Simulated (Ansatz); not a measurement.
Bi$_{2}$SO$_{2}$, first-principles data

Bi2SO2:
```xyz
5
Lattice="3.9407 0.0000 0.0000 -1.9704 3.4128 0.0000 0.0000 0.0000 6.7617" Properties=species:S:1:pos:R:3 pbc="T T T"
Bi     1.9704     1.1376     5.2535
Bi     0.0000     2.2752     1.5082
S      0.0000     0.0000     3.3809
O      1.9704     1.1376     0.8245
O      0.0000     2.2752     5.9372
```

Space group P-3m1 (No. 164); conventional cell a = 3.9407 Å, b = 3.9407 Å, c = 6.7617 Å, α = 90.00°, β = 90.00°, γ = 120.00°.

Method: plane-wave PAW PBEsol (Ansatz code). The cell and atoms are relaxed at this level. Other levels are named where they apply.

Cell and energy:

```
Item                                                          Result
-----------------------------------------------------  -------------
Volume per atom                                             18.19 Å³
Density                                                   8.80 g/cm³
Formation energy from the elements (no fitted shifts)  -977 meV/atom
```

Electronic structure:

```
Property                                                                            Value
------------------------------------------------  ---------------------------------------
Band gap                                                               1.63 eV (indirect)
Valence-band maximum                              on the Γ–A line, 33 % of the way from Γ
Conduction-band minimum                                       at L (3 equivalent valleys)
Smallest direct gap on the standard path                                          1.99 eV
Electron effective mass                             0.17, 0.21, 3.6 mₑ (principal values)
Electron effective mass with spin–orbit coupling   0.41, 0.41, 0.49 mₑ (principal values)
Hole effective mass                                 0.82, 0.82, 7.8 mₑ (principal values)
Gap with spin–orbit coupling                                                      1.16 eV
```

Mechanics:

```
Item                                                                                                       Result
--------------------------------------------  -------------------------------------------------------------------
Bulk modulus (Birch–Murnaghan fit)                                                                        106 GPa
Pressure derivative B′                                                                                        4.8
Elastic constants (relaxed ions, GPa)         C11 = 152, C12 = 80.5, C13 = 83.0, C14 = 7.9, C33 = 160, C44 = 60.0
Mechanical stability                                                       stable (all eigenvalues of C positive)
Hill bulk and shear moduli                                                                       106 and 43.9 GPa
Young's modulus                                                                                           116 GPa
Poisson's ratio                                                                                              0.32
Debye temperature from the elastic constants                                                                283 K
```

Dielectric response:

```
Item                                                                            Result
--------------------------------------------------------  ----------------------------
Electronic dielectric constant ε∞ (DFPT)                     10.8 (xx = yy), 10.8 (zz)
Static dielectric constant ε0 (ions relaxed, cell fixed)    54.0 (xx = yy), 100.0 (zz)
Born charges (a third of the trace)                       Bi +5.40, S -3.28, O -3.76 e
```

Phonons:

```
Quantity                                                             Value
--------------------------------------------------  ----------------------
Highest zone-centre frequency (without LO–TO term)                376 cm⁻¹
Zone-centre stability                               no imaginary mode at Γ
```

The start of the workflow was typed in or built on a structure type; neither database checked (COD, Materials Project) lists it. Whether it is the stable phase at ambient conditions was not checked. The PBEsol relaxation kept the symmetry of its start. The volume moved by 33 % from the start of the relaxation. The references are the lowest solids computed at this level, not always the standard phases (solids in place of the gases). Spin–orbit coupling is left out wherever it is not named.

Potentials: the earlier of the program's two PAW sets. The files were generated under PBE; for other functionals the program regenerates the frozen cores, and for LDA and PBEsol the local potential too.
